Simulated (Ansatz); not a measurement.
MgS:
```
MgS
1.0
    0.00000     2.60157     2.60157
    2.60157     0.00000     2.60157
    2.60157     2.60157     0.00000
S Mg
1 1
Direct
  0.00000   0.00000   0.00000
  0.50000   0.50000   0.50000
```

Relaxed with r²SCAN.

Question: Map the electron localisation function on the plane through (0.000, 0.000, 0.000) spanned by u = [1, 0, 0] and v = [0, 1, -1] in lattice vectors, from r²SCAN in the plane-wave PAW code Ansatz.

Answer: x is the fraction of u, y of v (the angle between them is 90°; rows are the nearest grid lines); atoms in the plane: S at (0.00, 0.00), Mg at (0.50, 0.50).
```
|0048998521258998400|
|0169998521258999610|
|4689998521258999864|
|8999997410147999998|
|9999984100014899999|
|9999840000000489999|
|8887400134310047888|
|5554101444441014555|
|2221003432343001222|
|1110004421244000111|
|2221003432343001222|
|5554101444441014555|
|8887400134310047888|
|9999840000000489999|
|9999984100014899999|
|8999997410147999998|
|4689998521258999864|
|0169998521258999610|
|0048998521258998400|
```
Scale: ten equal steps from 0.001 (start of '0') to 0.878 (end of '9'), in the order '0123456789'; x runs from 0.000 to 1.00, y from 0.000 (bottom) to 1.00 (top).

The density is the valence pseudo-density with augmentation charge, so density and ELF within about 1 Å of a nucleus are not all-electron values.

Space group Fm-3m (rock salt). The r²SCAN relaxation kept the symmetry of its start; phonons on a q-mesh show no instability.

Potentials: the later of the program's two PAW sets.
